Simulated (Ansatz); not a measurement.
Here is the system:

Mg:
```
Mg
1.0
    0.00000     4.12124     4.12124
    4.12124     0.00000     4.12124
    4.12124     4.12124     0.00000
Mg
6
Direct
  0.75000   0.75000   0.75000
  0.50000   0.50000   0.50000
  0.12500   0.62500   0.12500
  0.12500   0.12500   0.12500
  0.62500   0.12500   0.12500
  0.12500   0.12500   0.62500
```

This is the PBEsol-relaxed structure.

Problem. All from PBEsol in the plane-wave PAW code Ansatz, unless another level is named. Estimate the Hill bulk and shear moduli.

Solution. 35.3 and 19.0 GPa.

Problem. And the elastic constants (relaxed ions, GPa)?

Solution. C11 = 56.9, C12 = 24.5, C44 = 21.1.

Space group Fd-3m. The start of the workflow was typed in or built on a structure type; neither database checked (COD, Materials Project) lists it. It is not the phase usual at ambient conditions (space group No. 194). The cell was relaxed with PBEsol under the symmetry of its start; its stability against distortions is not shown here. As this level gives no gap, shear constants depend on the k-mesh and smearing (Fermi–Dirac, 0.1 eV here).

Potentials: the earlier of the program's two PAW sets. The files were generated under PBE; for other functionals the program regenerates the frozen cores, and for LDA and PBEsol the local potential too.
